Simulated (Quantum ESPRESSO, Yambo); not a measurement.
At a photon energy of 8.75 eV, RPA with local fields on PBEsol bands shifted by a G0W0 scissor of 2.54 eV (Quantum ESPRESSO and Yambo; 4×4×2 mesh, 119 bands, 3 Ry local-field block, 0.2 eV broadening) gives ε = 2.75 + 3.46i for ZnCl2 (space group P4_2/nmc, No. 137), field along x. Axes are Cartesian, with cell vectors (Å) (3.68, 0.00, 0.00), (0.00, 3.68, 0.00), (0.00, 0.00, 10.75).

Q: Work out n, κ, the normal-incidence reflectivity, the absorption coefficient and the penetration depth.

A: 
|ε| = 4.42; n = √((|ε| + ε1)/2) = 1.89, κ = √((|ε| − ε1)/2) = 0.91. R = ((n − 1)² + κ²)/((n + 1)² + κ²) = 0.18. α = 2Eκ/(ħc) with ħc = 197.327 eV nm: 0.0810 per nm = 8.1 × 10⁵ per cm, a 1/e depth of 12 nm. The computed direct gap is 6.21 eV, and the energy scale of the real crystal may differ from it. Excitonic effects are left out, and values at one energy depend on mesh and broadening. The scissor comes from a G0W0 run whose convergence isn't established. Convergence of the RPA response with its 4×4×2 mesh was not tested.

Geometry relaxed with PBE+D3(BJ); primitive cell a = b = 3.679 Å, c = 10.747 Å, α = β = γ = 90.00°.
